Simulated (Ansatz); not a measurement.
A relaxed structure of KI is spoiled in several ways and relaxed again each time (noise and exchanges are one random draw each; pressure is positive under compression). The numbers are results of r2SCAN (plane waves to 500 eV, PAW, scalar-relativistic; Ansatz, a program for electronic structure), not measurements.

```cif
data_I4K4
_chemical_formula_sum 'I4 K4'
_space_group_name_H-M_alt 'Fm-3m'
_space_group_IT_number 225
_space_group_name_Hall '-F 4 2 3'
_cell_length_a 7.09154
_cell_length_b 7.09154
_cell_length_c 7.09154
_cell_angle_alpha 90.000
_cell_angle_beta 90.000
_cell_angle_gamma 90.000
loop_
_atom_site_label
_atom_site_type_symbol
_atom_site_symmetry_multiplicity
_atom_site_Wyckoff_symbol
_atom_site_fract_x
_atom_site_fract_y
_atom_site_fract_z
_atom_site_occupancy
I1 I 4 a 0.00000 0.00000 0.00000 1
K1 K 4 b 0.50000 0.50000 0.50000 1
```
(The calculation used a cell of 2 atoms; values per cell refer to that cell.)

```tsv
change	first pressure (GPa)	first V (Å³/atom)	released (eV/atom)	moves	outcome	final group	E − E(parent) (eV/atom)
with every coordinate shifted by Gaussian noise of σ = 0.45 Å	–	44.58	2.3	8	returns to the parent	Fm-3m	0.000
with every coordinate shifted by Gaussian noise of σ = 0.3 Å	7.2	44.58	0.69	5	returns to the parent	Fm-3m	0.000
deformed by the Cartesian strain tensor (xx, yy, zz, yz, xz, xy) = (-0.058, 0.039, -0.152, -0.063, -0.052, 0.069)	___	36.55	___	7	___	___	___
doubled along one cell vector, shaken by Gaussian noise of σ = 0.08 Å a coordinate	0.1	44.58	0.008	2	returns to the parent	C2/m (nearly Fm-3m)	0.000
```

### Question
What belongs in the gaps?

### Answer

- deformed by the Cartesian strain tensor (xx, yy, zz, yz, xz, xy) = (-0.058, 0.039, -0.152, -0.063, -0.052, 0.069), first pressure (GPa): 5.9
- deformed by the Cartesian strain tensor (xx, yy, zz, yz, xz, xy) = (-0.058, 0.039, -0.152, -0.063, -0.052, 0.069), released (eV/atom): 0.26
- deformed by the Cartesian strain tensor (xx, yy, zz, yz, xz, xy) = (-0.058, 0.039, -0.152, -0.063, -0.052, 0.069), outcome: returns to the parent
- deformed by the Cartesian strain tensor (xx, yy, zz, yz, xz, xy) = (-0.058, 0.039, -0.152, -0.063, -0.052, 0.069), final group: R-3m (nearly Fm-3m)
- deformed by the Cartesian strain tensor (xx, yy, zz, yz, xz, xy) = (-0.058, 0.039, -0.152, -0.063, -0.052, 0.069), E − E(parent) (eV/atom): 0.000

First-step values come from each run's starting, coarser k-mesh (6×6×6, 3×6×6). Each cell has its own k-point mesh; energy differences are given only to the digits this allows. No spin polarisation in the result.
